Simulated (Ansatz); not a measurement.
# W: an elastic constant from a strain scan

All numbers below come from Ansatz 0.2.0, DFT r2SCAN, scalar-relativistic, plane waves, PAW. The runs took a 500 eV cutoff, a Γ-centred 8×8×8 mesh and Gaussian smearing (0.15 eV). Spin–orbit coupling is left out, which can shift energies with elements as heavy as these. No spin polarisation. Energies are free energies at this smearing, counted from the undisturbed cell; pressure is positive in compression.

The starting cell (relaxed at this level; this form isn't the usual structure):

```xyz
8
Lattice="5.0530 0.0000 0.0000 0.0000 5.0530 0.0000 0.0000 0.0000 5.0530" Properties=species:S:1:pos:R:3 pbc="T T T"
W     0.0000    0.0000    0.0000
W     2.5265    2.5265    2.5265
W     0.0000    2.5265    1.2633
W     0.0000    2.5265    3.7898
W     1.2633    0.0000    2.5265
W     3.7898    0.0000    2.5265
W     2.5265    3.7898    0.0000
W     2.5265    1.2633    0.0000
```

The cell is strained by ε times the Voigt pattern (0, 0, 0, 1, 0, 0) (xx, yy, zz, yz, xz, xy; engineering shear) with fractional coordinates fixed. The cell holds 8 atoms in V0 = 129.02 Å³. The stress column is τ = (1/V0) dE/dε, got from the stress tensor σ (compression positive) at each point as −det(1 + εP) σ : P(1 + εP)⁻¹, with P the pattern as a tensor.

```
      ε  ΔE (meV/atom)  τ (GPa)
-0.0525         14.771   -5.593
-0.0450         10.855   -4.786
-0.0375          7.543   -3.988
-0.0300          4.831   -3.194
-0.0225          2.720   -2.399
-0.0150          1.211   -1.601
 0.0000          0.000    0.000
 0.0150          1.211    1.601
 0.0225          2.720    2.399
 0.0300          4.831    3.194
 0.0375          7.543    3.988
 0.0450         10.855    4.786
 0.0525         14.771    5.593
 0.0600              ?        ?
```

**Question.** Which combination of elastic constants does this scan measure, and how large is it?

**Answer.** For small ε, τ = τ0 + Kε with K = pᵀCp, which for this pattern is C44 in the cubic axes. The parabola through τ at ε = -0.0150, 0 and 0.0150 has slope K = 107 GPa at zero. The energies per cell, E = NΔE, of the same two points give K = 2[E(ε₊)/ε₊ − E(ε₋)/ε₋]/[(ε₊ − ε₋)V0] = 107 GPa, in agreement. These are clamped-ion values.

**Question.** Predict the withheld row at ε = 0.0600 from the harmonic law, and compare.

**Answer.** ΔE = V0(τ0 ε + Kε²/2)/N = 19.339 meV/atom and τ = 6.40 GPa. The calculation gives 19.303 meV/atom and 6.41 GPa, a miss of 0.2 % of the harmonic energy, so the harmonic law still holds here.

Forces appear on the atoms along this scan, and letting them relax would lower the energy and soften the response. In a metal these slopes depend on the k mesh and the smearing.

Cost: 8 runs of about 23 core-minutes in all, on Intel Xeon Processor @ 2.50GHz (Skylake/Cascade Lake) (shared hosts).